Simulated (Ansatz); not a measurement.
The relaxed structure here is a generated cell of Te: the first start was made by placing the elements on the sites of a structure type, and the end was not matched to a known phase here, so it may be hypothetical. Known forms of Te include space group No. 152.

A relaxed cell of Te (Im-3m (No. 229)), relaxed on a k-mesh at least as fine as the one used below. All values below come from r2SCAN (plane waves to 500 eV, PAW, scalar-relativistic; Ansatz, an electronic-structure program). Γ-centred k-mesh 12×12×12 on the run's cell (coarser than for final values), Fermi–Dirac smearing 0.05 eV.

```xyz
2
Lattice="-3.8480 3.8480 3.8480 0.0000 0.0000 3.8480 0.0000 3.8480 0.0000" Properties=species:S:1:pos:R:3 pbc="T T T"
Te     0.0000     0.0000     0.0000
Te    -1.9240     5.7720     5.7720
```

The atoms are displaced along an unstable phonon of this cell by (Å):

| atom | ux | uy | uz |
|---|---|---|---|
| Te1 | 0.000 | 0.000 | -0.150 |
| Te2 | 0.000 | 0.000 | 0.150 |

### Question
What forces (eV/Å) and pressure result?

### Answer
| atom | Fx | Fy | Fz |
|---|---|---|---|
| Te1 | 0.00 | 0.00 | -0.32 |
| Te2 | 0.00 | 0.00 | 0.32 |

Pressure +1.3 GPa.

The undisplaced cell is probably no minimum: from this displacement the run went on to P4/nmm (No. 129), 0.27 eV/atom below it.

No spin polarisation in the result.
